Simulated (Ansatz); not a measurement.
CuI:
```xyz
6
Lattice="4.1620 0.0000 0.0000 -2.0810 3.6044 0.0000 0.0000 0.0000 9.5140" Properties=species:S:1:pos:R:3 pbc="T T T"
Cu     2.0806     0.0000     3.1713
Cu    -1.0403     1.8019     6.3427
Cu     1.0407     1.8025     0.0000
I      2.0809     0.0000     7.9284
I     -1.0405     1.8021     1.5857
I      1.0405     1.8023     4.7570
```

Cartesian axes are those of the cell as given.

Problem. Give the high-frequency dielectric tensor and the Born effective charge tensors of the independent atoms from DFPT, the program Ansatz at the PBEsol level (PAW).

Solution. 
ε∞:
```
8.09  0.00  0.00
0.00  8.09  0.00
0.00  0.00  9.44
```
Z* of atom 1 (Cu), rows: field, columns: displacement, in e:
```
0.78  0.00  0.00
0.00  1.24  0.00
0.00  0.00  1.28
```
Z* of atom 4 (I), rows: field, columns: displacement, in e:
```
-0.69   0.00   0.00
 0.00  -1.34   0.00
 0.00   0.00  -1.28
```

Space group P6_422. The start of the workflow was typed in or built on a structure type; neither database checked (COD, Materials Project) lists it. It is not the phase usual at ambient conditions (space group No. 216). Symmetry was held in the PBEsol relaxation; whether a distortion lowers the energy is not shown. The workflow began spin-polarised and lost its moments. Spin–orbit coupling is left out wherever it is not named.

Potentials: the later of the program's two PAW sets.
